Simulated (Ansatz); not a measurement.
A distorted cell of Se (trigonal-Se type, space group P3_121):

```yaml
crystal:
  lattice:
    - [4.05768, 0.00000, 0.00000]
    - [-2.02884, 3.51406, 0.00000]
    - [0.00000, 0.00000, 4.93824]
  atoms:
    - { symbol: Se, position: [0.24866, 0.24866, 0.50000] }
    - { symbol: Se, position: [0.75134, 0.00000, 0.83333] }
    - { symbol: Se, position: [0.00000, 0.75134, 0.16667] }
```

These are PBEsol (plane waves to 420 eV, PAW, scalar-relativistic; Ansatz, a program for electronic structure) values and carry that method's errors. k mesh 9×9×7 (Γ-centred), Fermi-Dirac smearing 0.05 eV. The energy includes the smearing's −TS. Stress and pressure are positive under compression. As the atoms are clamped, bonds stretch with the cell, which overstates energies and stresses. Se was relaxed with its symmetry unable to fall. The PAW data are Ansatz's earlier set.

Give the stress tensor in GPa and the pressure.


```
   1.99     0.00     0.00
   0.00     1.99     0.00
   0.00     0.00     4.71
```
The pressure, a third of the trace, is 2.90 GPa.

It is the relaxed cell deformed to V/V₀ = 0.973, (c/a)/(c/a)₀ = 0.960, c along z, fractional positions held. What is its energy relative to the relaxed cell?

11.2 meV/atom.

(Under strain, the slope of the energy per volume gives the stress and its curvature an elastic modulus.)
